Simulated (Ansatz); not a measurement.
Cr2N (space group P-31m)

```
Cr2N
1.0
    4.71882     0.00000     0.00000
   -2.35941     4.08662     0.00000
    0.00000     0.00000     4.35893
Cr N
6 3
Cartesian
  1.53972   0.00000   1.10409
 -0.76986   1.33344   1.10409
  1.58955   2.75318   1.10409
 -1.58955   2.75318   3.25484
  3.17910   0.00000   3.25484
  0.76986   1.33344   3.25484
  0.00000   2.72441   2.17946
  2.35941   1.36221   2.17946
  0.00000   0.00000   0.00000
```

The slice is a (-1 1 0 0) plane (indices of the conventional cell) through the point (0.326, 0.000, 0.253) (fractional), spanned by u = [001] and v = [110] in vectors of this cell: u (4.36 Å) and v (4.72 Å, at 90° to u). It covers one period; positions are fractions (u, v).

These are PBEsol (plane waves to 420 eV, PAW, scalar-relativistic; Ansatz, a quantum-chemistry and plane-wave program) values and carry that method's errors. k mesh 11×11×11. Near the nuclei the fields are pseudised (PAW); where an atom keeps semicore shells as valence, they peak there. Cr2N is run without spin polarisation. Cr2N was relaxed with its symmetry unable to fall.

**Question.** What is the ELF at the midpoint of the shortest Cr–N line in this plane (1.92 Å)?

**Answer.** 0.3.

**Question.** What is the valence density on the shortest Cr–N line in this plane (1.92 Å), at its midpoint?

**Answer.** 0.80 e/Å³.

**Question.** Predict the map of the electron localisation function (ELF) on the slice.

**Answer.** 
```
|xxxx%%::  ..::::::::::::::..  ::%%xx|
|@@%%==..  ::....        ....    ==%%|
|==--..  ....    ....      ....    --|
|      ..::    --**##++..    ..      |
|......::..  ::##@@xx@@**..  ..::....|
|--::::::    ==@@xxxxxx%%::  ..------|
|--::::..    ==@@xxxxxx%%::  ..--==--|
|::........  ..##@@xx@@**..  ::====--|
|::..::--==::  ::++##**::  ..--==----|
|..::++##%%##==..  ....    ::------::|
|::==%%@@@@@@@@**..      ..::----::..|
|--**@@%%xxxx%%@@**::....::::::::....|
|--##@@xxxxxxxx@@##--....::::::::....|
|--##@@xxxxxx##@@##--....::::::::....|
|..==%%@@####@@%%++::..::::--::..    |
|    --%%@@@@%%**--..::::----::      |
|--::..::++**++--::..::--==--..  ..--|
|@@%%==    ::::....::--====::  ..++%%|
|xxxx%%::    ....::----==--::  ::%%xx|
|xxxx@@--    ..::::--------..  --@@xx|
```
Scale: ten equal steps from 0.12 (start of ' ') to 0.84 (end of '@'), in the order ' .:-=+*#%@'. Values: electron localisation function (ELF). The map has 18 points along u (two characters each, u = 0 at the left) and 20 along v (v = 0 in the bottom row). Points within 0.4 Å of a nucleus are blanked (x), as the pseudised field means little there.
